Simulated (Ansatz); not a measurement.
**GaH₃: from a guess to a relaxed structure**

Level of theory: DFT PBE, scalar-relativistic, plane waves, PAW in Ansatz. Cutoff 420 eV, Gaussian smearing, Γ-centred meshes. Cell and atoms relax first on a coarse mesh and then on a finer one. In between, the cell is made exact in the group found at 0.06 Å. In metals the finer mesh still leaves noise of several meV/atom or more. The steps can't lower the symmetry of their start. No spin polarisation.

The cell of GaH₃ is invented: 6-connected net, bridging atoms on its edges, bridges bent (P6_3/mmc, No. 194). Lengths were set from tabulated atomic sizes, so they are only a guess.

```cif
data_structure
_symmetry_space_group_name_H-M 'P6_3/mmc'
_symmetry_Int_Tables_number 194
_cell_length_a 7.8938
_cell_length_b 7.8938
_cell_length_c 4.5862
_cell_angle_alpha 90.000
_cell_angle_beta 90.000
_cell_angle_gamma 120.000
_cell_volume 247.49
loop_
_atom_site_label
_atom_site_type_symbol
_atom_site_symmetry_multiplicity
_atom_site_Wyckoff_symbol
_atom_site_fract_x
_atom_site_fract_y
_atom_site_fract_z
_atom_site_occupancy
Ga1 Ga 6 h 0.19129 0.80871 0.25000 1
H1 H 6 h 0.18591 0.59295 0.25000 1
H2 H 12 i 0.00000 0.66873 0.00000 1
```

Formation energies are uncorrected and refer to the elements' standard structures at the same level (H₂ as a molecule).

Q: What does it relax into?

A: The symmetry stays P6_3/mmc (No. 194). The volume per atom grows by 7.6 %, from 10.3 to 11.1 Å³. The shortest distance goes from 1.68 Å (Ga–H) to 1.77 Å (Ga–H). The energy falls by about 0.12 eV/atom (the start's value is from the coarse mesh). Conventional cell: a = 8.126 Å, c = 4.658 Å. Around Ga lie 6 H at 1.77 Å; H on a site of symmetry mm2 is surrounded by 2 Ga at 1.77 Å; H on a site of symmetry 2 is surrounded by 2 Ga at 1.77 Å.

```
Ga H
1.0
     8.12641    0.00000    0.00000
    -4.06321    7.03768    0.00000
     0.00000    0.00000    4.65762
Ga H
6 18
Direct
  0.18895 0.81105 0.25000
  0.18895 0.37789 0.25000
  0.62211 0.81105 0.25000
  0.81105 0.18895 0.75000
  0.81105 0.62211 0.75000
  0.37789 0.18895 0.75000
  0.15751 0.57876 0.25000
  0.42124 0.84249 0.25000
  0.00000 0.72748 0.00000
  0.00000 0.72748 0.50000
  0.27252 0.00000 0.00000
  0.27252 0.00000 0.50000
  0.42124 0.57876 0.25000
  0.00000 0.27252 0.00000
  0.00000 0.27252 0.50000
  0.27252 0.27252 0.00000
  0.27252 0.27252 0.50000
  0.72748 0.00000 0.00000
  0.72748 0.00000 0.50000
  0.72748 0.72748 0.00000
  0.72748 0.72748 0.50000
  0.84249 0.42124 0.75000
  0.57876 0.15751 0.75000
  0.57876 0.42124 0.75000
```

Q: How does it come out in energy, and is it a metal?

A: The formation energy is +0.33 eV/atom and the gap on the 6×6×8 mesh of the 24-atom cell is 0 eV (a metal).

The separate elements lie lower, so it is unstable against them.

The last run used Gaussian smearing of 0.10 eV. With hydrogen, zero-point motion can shift formation energies by some tens of meV/atom. A structure relaxed within its symmetry needn't be a true minimum. In all, the 3 runs took 5.1 min on 1 thread of Arm Neoverse V1, with other jobs on the host.
